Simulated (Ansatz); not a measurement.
KLiCl2 as one 4-atom ordering (R-3m) on the rocksalt lattice, relaxed with r2SCAN. The symmetry is R-3m (No. 166, trigonal); a = 3.978 Å, c = 20.454 Å in the conventional setting, 23.36 Å³ an atom. Li has 6 Cl at 2.69 Å; K has 6 Cl at 3.06 Å; Cl has 3 Li at 2.69 Å and 3 K at 3.06 Å.

```xyz
4
Lattice="1.9889 1.1483 6.8180 -1.9889 1.1483 6.8180 0.0000 -2.2966 6.8180" Properties=species:S:1:pos:R:3 pbc="T T T"
Li    1.9889    1.1483    6.8180
K     0.0000    0.0000   10.2270
Cl    0.0000    0.0000    5.4254
Cl    0.0000    0.0000   15.0285
```

4 runs of the plane-wave code Ansatz on this cell differ in the functional (and in the settings that go with it). Levels are in eV from each run's valence top; v1 is the last filled band, c1 the first empty one.

Run A, mean stress 0.0 GPa (compression positive):
```
point     v2     v1    c1    c2
    Γ  -0.02   0.00  5.99  7.67
    T  -0.14  -0.14  6.97  7.62
   H₂  -0.35  -0.31  8.22  8.42
    L  -0.33  -0.17  7.37  8.92
```

Run B, mean stress +0.3 GPa (compression positive):
```
point     v2     v1    c1     c2
    Γ  -0.02   0.00  7.37   9.07
    T  -0.14  -0.14  8.40   9.12
   H₂  -0.37  -0.32  9.86  10.03
    L  -0.35  -0.18  8.98  10.42
```

Run C, mean stress +0.8 GPa (compression positive):
```
point     v2     v1    c1    c2
    Γ  -0.02   0.00  5.32  6.98
    T  -0.14  -0.14  6.31  7.00
   H₂  -0.34  -0.30  7.69  7.85
    L  -0.32  -0.16  6.82  8.22
```

Run D, mean stress +0.3 GPa (compression positive):
```
point     v2     v1    c1    c2
    Γ  -0.02   0.00  6.64  8.34
    T  -0.14  -0.14  7.66  8.39
   H₂  -0.36  -0.32  9.11  9.28
    L  -0.35  -0.17  8.23  9.67
```

Problem. Match the runs to PBE, r2SCAN, HSE06, PBE0.

Solution. A is r2SCAN, B is PBE0, C is PBE, D is HSE06. In order of the gap: PBE 5.32, r2SCAN 5.99, HSE06 6.64, PBE0 7.37 eV.

Spin-unpolarised throughout. Whether this structure exists isn't addressed.

The stress of a hybrid is loosely converged in these runs.
